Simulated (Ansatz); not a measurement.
CdIn₂O₄ (spinel, space group No. 227), PBEsol (plane waves, PAW; program Ansatz). The conduction-band minimum lies at Γ, with 1 equivalent valley. Second derivatives d²E/dk² of the lowest band at one valley (eV·Å²), along Cartesian directions:

| direction | d²E/dk² |
|---|---|
| [100] | 48.23 |
| [010] | 48.23 |
| [001] | 48.23 |
| [110] | 48.22 |
| [101] | 48.22 |
| [011] | 48.22 |

**Question.** Find the principal effective masses, the density-of-states mass and the conductivity mass.

**Answer.** Off-diagonal terms follow from H_xy = H[110] − (H_xx + H_yy)/2, and m*/mₑ = 7.620 eV·Å² over each eigenvalue: 0.16, 0.16, 0.16. One valley's DOS mass (m₁m₂m₃)^(1/3) = 0.16, conductivity mass 3/(Σ 1/mᵢ) = 0.16 mₑ.

**Question.** What effective density of states Nc follows at 300 K for parabolic valleys?

**Answer.** Nc = 2.509e19 × 1 × (0.16)^(3/2) ≈ 1.6e18 cm⁻³.

Space group Fd-3m (spinel). The cell was relaxed with PBEsol under the symmetry of its start. Spin–orbit coupling is left out wherever it is not named.

Potentials: the later of the program's two PAW sets.

Edges and masses are those of Kohn–Sham bands, whose gap is no quasiparticle gap.
